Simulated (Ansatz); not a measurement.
BN (started from an entry of an open crystallographic database) (r2SCAN geometry), in Ansatz:

```cif
data_structure
_symmetry_space_group_name_H-M 'P 1'
_symmetry_Int_Tables_number 1
_cell_length_a 2.5439
_cell_length_b 2.5439
_cell_length_c 4.2078
_cell_angle_alpha 90.000
_cell_angle_beta 90.000
_cell_angle_gamma 120.000
_cell_volume 23.58
loop_
_atom_site_label
_atom_site_type_symbol
_atom_site_fract_x
_atom_site_fract_y
_atom_site_fract_z
_atom_site_occupancy
B1 B 0.66667 0.33333 0.00020 1
B2 B 0.33333 0.66667 0.50020 1
N1 N 0.66667 0.33333 0.37480 1
N2 N 0.33333 0.66667 0.87480 1
```

G0W0@PBE with 129 empty bands, a screening cutoff of 180 eV and a 6×6×4 mesh (PAW, contour deformation) gives 6.787 eV over the mesh points, from a PBE gap of 5.206 eV; it sums over 137 bands with 135 plane waves in the screening and a wave cutoff of 420 eV. The G0W0 figures hold for the stated bands, cutoff and mesh and aren't extrapolated. The values are computed, spin-unpolarised, and not measurements.

Q: Estimate the gap with empty bands 250, screening cutoff 260 eV.

A: 6.916 eV (+0.130 eV), from a Kohn-Sham gap of 5.206 eV.

Q: Estimate the gap with empty bands 53, screening cutoff 100 eV.

A: 6.503 eV (-0.284 eV), from a Kohn-Sham gap of 5.206 eV.

Q: Another run gave a Kohn-Sham gap of 5.193 eV and a G0W0 gap of 6.790 eV, summing over 137 bands with 135 plane waves in the screening and a wave cutoff of 1240 eV. What was changed?

A: Potentials of the kind norm-conserving, with them a wave cutoff of 1240 eV. The wave cutoff gives it away.
